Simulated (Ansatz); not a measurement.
Zr2Ga3Cu in space group Cm (No. 8; Pearson symbol mS12), r²SCAN (plane waves, PAW; program Ansatz), all energies at zero smearing, with the estimated change up to a 700 eV cutoff added, with one set of potentials and settings (totals compare only within such a set). Cell of 6 atoms (2 Zr, 3 Ga, 1 Cu): -26395.699 eV.

| element | reference phase | E (eV/atom) |
|---|---|---|
| Zr | P6_3/mmc, 2 atoms in the cell | -4195.0260 |
| Ga | Cmce, 4 atoms in the cell | -3790.2689 |
| Cu | Fm-3m, 1 atoms in the cell | -6631.2396 |

Formation energy per atom, worked out: (-26395.699 − 2×(-4195.0260) − 3×(-3790.2689) − 1×(-6631.2396))/6 = -0.600 eV/atom (-58 kJ per mol of atoms), at 0 K, without zero-point energy or fitted corrections.

The first step of the workflow began from a Materials Project structure, measured or hypothetical; the Crystallography Open Database copy checked does not list it. With Ga and Cu taken as one species the cell has the higher symmetry Ima2, so it may be an ordered model of a mixed-site phase. Whether it is the stable phase at ambient conditions was not checked. The r²SCAN relaxation kept the symmetry of its start; its stability against distortions is not shown here. No spin polarisation was allowed. The references are the lowest solids computed at this level, not always the standard phases.

Potentials: the later of the program's two PAW sets.
